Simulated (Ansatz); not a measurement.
BN:
```cif
data_B3N3
_chemical_formula_sum 'B3 N3'
_space_group_name_H-M_alt 'R3m :H'
_space_group_IT_number 160
_space_group_name_Hall 'R 3 -2"'
_cell_length_a 2.48860
_cell_length_b 2.48860
_cell_length_c 9.67953
_cell_angle_alpha 90.000
_cell_angle_beta 90.000
_cell_angle_gamma 120.000
loop_
_atom_site_label
_atom_site_type_symbol
_atom_site_symmetry_multiplicity
_atom_site_Wyckoff_symbol
_atom_site_fract_x
_atom_site_fract_y
_atom_site_fract_z
_atom_site_occupancy
B1 B 3 a 0.00000 0.00000 0.99974 1
N1 N 3 a 0.00000 0.00000 0.33270 1
```
(The calculation used a cell of 2 atoms; values per cell refer to that cell.)

Relaxed with LDA.

Task: Which orbitals make up the states near the band edges in LDA (plane waves, PAW; program Ansatz)?

Result: Top 1 eV of the valence band: N 2p 89 %, B 2p 11 %. Bottom 1 eV of the conduction band: B 2p 85 %, N 2p 11 %. Projections are on Löwdin-orthogonalised atomic valence shells; empty p or d shells of many metals are not among them.

Task: Tabulate the density of states.

Result: States/eV per cell of 2 atoms, in 0.25 eV bins, energy from the valence-band maximum.

```
E (eV)  total  N 2p  B 2p  B 2s
------  -----  ----  ----  ----
-7.90    0.51  0.33  0.09  0.07
-7.65    0.40  0.26  0.07  0.05
-7.40    0.36  0.23  0.06  0.05
-7.15    0.33  0.21  0.05  0.04
-6.90    0.45  0.30  0.06  0.07
-6.65    0.47  0.31  0.07  0.07
-6.40    0.51  0.33  0.10  0.07
-6.15    0.56  0.36  0.12  0.06
-5.90    0.60  0.38  0.14  0.06
-5.65    0.64  0.40  0.16  0.06
-5.40    0.70  0.44  0.19  0.05
-5.15    0.82  0.51  0.23  0.05
-4.90    0.70  0.45  0.20  0.04
-4.65    0.85  0.54  0.25  0.04
-4.40    1.11  0.71  0.34  0.04
-4.15    1.29  0.84  0.40  0.03
-3.90    0.98  0.64  0.30  0.02
-3.65    0.79  0.52  0.24  0.02
-3.40    0.86  0.58  0.26  0.02
-3.15    0.77  0.52  0.23  0.01
-2.90    0.78  0.53  0.22  0.01
-2.65    0.75  0.52  0.21  0.01
-2.40    0.72  0.51  0.20  0.01
-2.15    0.70  0.51  0.18  0.00
-1.90    0.72  0.53  0.18  0.00
-1.65    0.74  0.56  0.17  0.00
-1.40    0.69  0.54  0.14  0.00
-1.15    0.58  0.47  0.10  0.00
-0.90    0.59  0.50  0.09  0.00
-0.65    0.57  0.50  0.07  0.00
-0.40    0.40  0.37  0.03  0.00
-0.15    0.31  0.29  0.01  0.00
0.10     0.00  0.00  0.00  0.00
0.35     0.00  0.00  0.00  0.00
0.60     0.00  0.00  0.00  0.00
0.85     0.00  0.00  0.00  0.00
1.10     0.00  0.00  0.00  0.00
1.35     0.00  0.00  0.00  0.00
1.60     0.00  0.00  0.00  0.00
1.85     0.00  0.00  0.00  0.00
2.10     0.00  0.00  0.00  0.00
2.35     0.00  0.00  0.00  0.00
2.60     0.00  0.00  0.00  0.00
2.85     0.00  0.00  0.00  0.00
3.10     0.00  0.00  0.00  0.00
3.35     0.00  0.00  0.00  0.00
3.60     0.00  0.00  0.00  0.00
3.85     0.00  0.00  0.00  0.00
4.10     0.08  0.01  0.06  0.00
4.35     0.23  0.03  0.19  0.00
4.60     0.54  0.05  0.47  0.00
4.85     0.57  0.06  0.48  0.00
5.10     0.66  0.09  0.54  0.00
5.35     0.56  0.09  0.42  0.01
5.60     0.46  0.08  0.32  0.01
5.85     0.41  0.08  0.27  0.01
6.10     0.40  0.08  0.24  0.02
6.35     0.39  0.08  0.22  0.02
6.60     0.38  0.08  0.21  0.02
6.85     0.39  0.09  0.20  0.02
7.10     0.42  0.09  0.21  0.03
7.35     0.52  0.11  0.23  0.04
7.60     0.45  0.11  0.20  0.03
7.85     0.29  0.08  0.13  0.01
8.10     0.26  0.08  0.12  0.01
8.35     0.28  0.08  0.13  0.02
8.60     0.30  0.07  0.12  0.02
8.85     0.30  0.07  0.12  0.03
```

The workflow started from a Materials Project entry (that database holds measured and hypothetical structures alike); the Crystallography Open Database copy checked does not list it. It is not the phase usual at ambient conditions (space group No. 186, 194, 216). The cell was relaxed with LDA under the symmetry of its start; phonons on a q-mesh show no instability. A crystal of weakly bound layers computed without a dispersion correction: the cell and the soft elastic constants depend strongly on that.

Potentials: the later of the program's two PAW sets.
